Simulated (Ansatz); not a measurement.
HfO₂:
```cif
data_Hf2O4
_chemical_formula_sum 'Hf2 O4'
_space_group_name_H-M_alt 'P 1'
_space_group_IT_number 1
_cell_length_a 4.78957
_cell_length_b 4.78957
_cell_length_c 3.18606
_cell_angle_alpha 90.000
_cell_angle_beta 90.000
_cell_angle_gamma 90.000
loop_
_space_group_symop_operation_xyz
  'x, y, z'
loop_
_atom_site_label
_atom_site_type_symbol
_atom_site_fract_x
_atom_site_fract_y
_atom_site_fract_z
_atom_site_occupancy
Hf1 Hf 0.00000 0.00000 0.00000 1
Hf2 Hf 0.50000 0.50000 0.50000 1
O1 O 0.19511 0.80489 0.50000 1
O2 O 0.80489 0.19511 0.50000 1
O3 O 0.69511 0.69511 0.00000 1
O4 O 0.30489 0.30489 0.00000 1
```

This is the LDA-relaxed structure.

Problem. All from LDA (plane waves, PAW; program Ansatz), unless another level is named. Give the formation energy from the elements (no fitted shifts).

Solution. -3.59 eV/atom.

Problem. What about the weight of the conduction-edge state by species (Voronoi cells)?

Solution. Hf 59 %, O 41 %.

Problem. Predict the weight of the valence-edge state by species (Voronoi cells).

Solution. O 99 %.

Space group P4_2/mnm (rutile). The workflow started from a Materials Project entry (that database holds measured and hypothetical structures alike); the Crystallography Open Database copy checked does not list it. It is not the phase usual at ambient conditions (space group No. 14, 29). The LDA relaxation kept the symmetry of its start; of distortions, only those at the zone centre were tested. No spin polarisation was allowed. The references are the lowest solids computed at this level, not always the standard phases (solids in place of the gases). Spin–orbit coupling is left out wherever it is not named.

Potentials: the earlier of the program's two PAW sets.
